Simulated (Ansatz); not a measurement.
Here is the system:

AlRu:
```
AlRu
1.0
    1.48913    -4.54062     0.00000
    1.48913     4.54062     0.00000
    0.00000     0.00000     4.08188
Al Ru
2 2
Direct
  0.59241   0.40759   0.25000
  0.40759   0.59241   0.75000
  0.86426   0.13574   0.25000
  0.13574   0.86426   0.75000
```

This is the r²SCAN-relaxed structure.

Task: All from r²SCAN (plane waves, PAW; program Ansatz), unless another level is named. Estimate the formation energy from the elements (no fitted shifts).

Result: -48 kJ/mol of atoms.

Task: What about the density of states at the Fermi level?

Result: 0.79 states/eV per atom (mean over ±0.08 eV).

Space group Cmcm. The start of the workflow was typed in or built on a structure type; neither database checked (COD, Materials Project) lists it. COD files the formula under space group No. 221, so this cell is another polymorph or a model. Whether it is the stable phase at ambient conditions was not checked. The r²SCAN relaxation kept the symmetry of its start; its stability against distortions is not shown here. No spin polarisation was allowed. The references are the lowest solids computed at this level, not always the standard phases. Spin–orbit coupling is left out wherever it is not named.

Potentials: the later of the program's two PAW sets.
